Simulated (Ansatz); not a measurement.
Is this Ba₂SrP₂ structure a true minimum?

The cell was found from a proposed guess, not taken from experiment.

All numbers below come from DFT PBE, scalar-relativistic, plane waves, PAW (Ansatz). Cutoff 420 eV; k points 12×12×6 on the computed 5-atom cell (Γ-centred); Gaussian smearing, width 0.02 eV; no spin polarisation.

The cell below (5 atoms, space group P-3m1 (No. 164)) is relaxed within its symmetry.

```
CELL_PARAMETERS angstrom
5.32253 0.00000 0.00000
-2.66126 4.60945 0.00000
0.00000 0.00000 7.00456
ATOMIC_POSITIONS crystal
Ba 0.33333 0.66667 0.69429
Ba 0.66667 0.33333 0.30571
Sr 0.00000 0.00000 0.00000
P 0.66667 0.33333 0.79386
P 0.33333 0.66667 0.20614
```

For the test a repeat of it with 10 atoms (edges 5.32, 7.00, 9.22 Å) was strained at random (σ = 1.5 % a component), the atoms were moved at random (σ = 0.15 Å), and all was relaxed again on a coarse 4×2×2 mesh (in the run’s order of axes) with 0.10 eV smearing, with no symmetry imposed.

Question: What happens?

Answer: It doesn't return. The energy falls by 30 meV/atom on that mesh, the volume changes by 12.3 %, and the end has space group P2_1/m (No. 11) at a loose tolerance. Relaxed again on a 4×6×4 mesh with 0.02 eV smearing, the new structure lies 23 meV/atom below the first (mesh in the axes of the run's cell; the cell below is made exact in the group named). Space group P2_1/m (No. 11), monoclinic, a = 8.491 Å, b = 4.756 Å, c = 9.557 Å, β = 93.8°. Ba on its first site has 4 P at 3.12–3.33 Å, 2 Ba at 3.97 Å and 3 Sr at 4.03–4.12 Å; around Ba on its second site lie 3 P at 3.09–3.21 Å, 1 P at 3.42 Å and 3 Sr at 3.97–4.10 Å; Sr is surrounded by 5 P at 3.14–3.24 Å, 6 Ba at 3.97–4.12 Å and 2 Sr at 4.03 Å; P on its first site has 3 Sr at 3.14–3.23 Å and 4 Ba at 3.19–3.42 Å; 1 more site not described.

```cif
data_structure
_symmetry_space_group_name_H-M 'P2_1/m'
_symmetry_Int_Tables_number 11
_cell_length_a 8.4905
_cell_length_b 4.7564
_cell_length_c 9.5568
_cell_angle_alpha 90.000
_cell_angle_beta 93.770
_cell_angle_gamma 90.000
_cell_volume 385.11
loop_
_atom_site_label
_atom_site_type_symbol
_atom_site_symmetry_multiplicity
_atom_site_Wyckoff_symbol
_atom_site_fract_x
_atom_site_fract_y
_atom_site_fract_z
_atom_site_occupancy
Ba1 Ba 2 e 0.62150 0.25000 0.88064 1
Ba2 Ba 2 e 0.78802 0.75000 0.43041 1
Sr1 Sr 2 e 0.99727 0.75000 0.82972 1
P1 P 2 e 0.76381 0.75000 0.07187 1
P2 P 2 e 0.84550 0.25000 0.63457 1
```
